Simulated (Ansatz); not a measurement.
BeGeSb2, ordered on the zincblende lattice (P-4m2) with 8 atoms a cell, relaxed with r2SCAN. Be is surrounded by 4 Sb at 2.45–2.47 Å; Sb is surrounded by 4 Be at 2.47 Å; Sb is surrounded by 2 Be at 2.45 Å and 2 Ge at 2.66 Å; Ge is surrounded by 4 Sb at 2.66–2.68 Å; Sb is surrounded by 4 Ge at 2.68 Å.

Space group P-4m2 (No. 115). a = 4.232 Å, b = 4.232 Å, c = 11.528 Å, α = 90.00°, β = 90.00°, γ = 90.00°
```
atom  site  symmetry       x       y       z
  Be    2g      2mm.  0.5000  0.0000  0.8903
  Sb    1b      -4m2  0.5000  0.5000  0.0000
  Sb    2e      2mm.  0.0000  0.0000  0.2172
  Ge    2g      2mm.  0.5000  0.0000  0.3574
  Sb    1c      -4m2  0.5000  0.5000  0.5000
```

The questions ask for values computed with the plane-wave code Ansatz on this geometry. The calculation is non-magnetic, and the structure need not be a phase that has been made.

Given (6×6×2 mesh): With PBE the bands overlap by 0.24 eV (counted from 1, band 46 peaks at A–Z (0.70 of the way from A) and band 47 bottoms out at X): no gap.

(1) Estimate the gap with PBE+SOC on 6×6×2.

(2) What does r2SCAN give for the gap (6×6×2 mesh)?

(3) How does the gap change from PBE to HSE06 (4×4×2)?

Answers

(1) PBE+SOC gives no gap: the lowest nominally empty band dips 0.26 eV below the top of the last filled one (its bottom at X, the top at A–Z (0.67 of the way from A)), so the cell is a metal or semimetal at this level.

(2) With r2SCAN the bands overlap by 0.15 eV (counted from 1, band 46 peaks at A–Z (0.70 of the way from A) and band 47 bottoms out at X): no gap.

(3) HSE06 gives an indirect gap of 0.03 eV, from A–Z (0.70 of the way from A) to X; the least direct gap is 0.21 eV at Γ. (With 0.02 eV of smearing so small a gap leaves both edges partly filled, and it could close between the points sampled.)

Only the levels marked +SOC include spin-orbit coupling.

Where an edge lies off the special points, it is a point of the mesh or the k point where a search put PBE's edge or least direct gap, reused for the other functionals, whose own edges may lie a little apart; PBE's own value is read along its path and can be a few hundredths of an eV high.

The meshes of the hybrids are coarse, so their gaps aren't converged to the digits shown.
